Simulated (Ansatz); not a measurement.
**Mo (bcc, W type), generalised stacking-fault energy along a line**

Generalised stacking fault of Mo (bcc, W type) on the {211} plane. The cell below holds the perfect crystal with the plane normal along z; tilting its third vector by the shift puts one fault into each cell, between planes 1.29 Å apart, at fixed cell height.

```
CELL_PARAMETERS angstrom
      2.73731     0.00000     0.00000
      0.00000     4.47000     0.00000
      0.00000     0.00000     7.74227
ATOMIC_POSITIONS crystal
  Mo 0.00000 0.00000 0.91667
  Mo 0.66667 0.50000 0.08333
  Mo 0.33333 0.00000 0.25000
  Mo 0.00000 0.50000 0.41667
  Mo 0.66667 0.00000 0.58333
  Mo 0.33333 0.50000 0.75000
```

In-plane vectors a = (2.737, 0.000) Å, b = (0.000, 4.470) Å, area 12.24 Å². The shift is s times the vector a (length 2.737 Å), so s = 1 restores the start. The shift is rigid: no atom relaxes. γ = [E(shift) − E(0)] / area.

These are PBE (plane waves to 420 eV, PAW, scalar-relativistic; Ansatz, a program for electronic structure) values and carry that method's errors. k mesh 14×9×5 (Γ-centred), Fermi-Dirac smearing 0.05 eV. E is the zero-smearing estimate. Compression counts positive. With partly filled bands, the k mesh leaves noise in γ, roughly 0.02 J/m² as judged from a few cases. Faults lie only 7.7 Å apart, and holding the cell height and the atoms raises γ above its relaxed value. On this mesh the relaxed cell isn't quite at rest: it carries a pressure of 0.1 GPa (compression positive) at the zero of the scan. Mo is run without spin polarisation. Mo was relaxed with its symmetry unable to fall. The PAW data are Ansatz's earlier set. γ is measured from zero shift.

```
shift (Å)  γ (J/m²)  σ normal to the fault (GPa)
---------  --------  ---------------------------
0.000          0.00                          0.0
0.228          0.20                          1.5
0.456          0.69                          4.0
0.684          1.25                          6.1
0.912          1.61                          7.4
1.141          1.74                          8.5
1.369          1.70                          9.3
1.597          1.58                         10.0
1.825          1.40                          9.0
2.053          1.08                          6.0
2.281          0.62                          2.7
2.509          0.18                          0.5
```

What the scan shows:

* **Highest computed γ on the line**: 1.74 J/m²
* **Position of the highest point**: s = 0.417
* **Local minima between the ends**: no computed point is one
* **Steepest slope dγ/d(shift) before the first maximum (spline)**: 26 GPa

The 12 points together took around 9 core-minutes (rough).

(The slope of γ gives the shear force per area between the displaced halves; near zero shift its curvature is an elastic stiffness.)
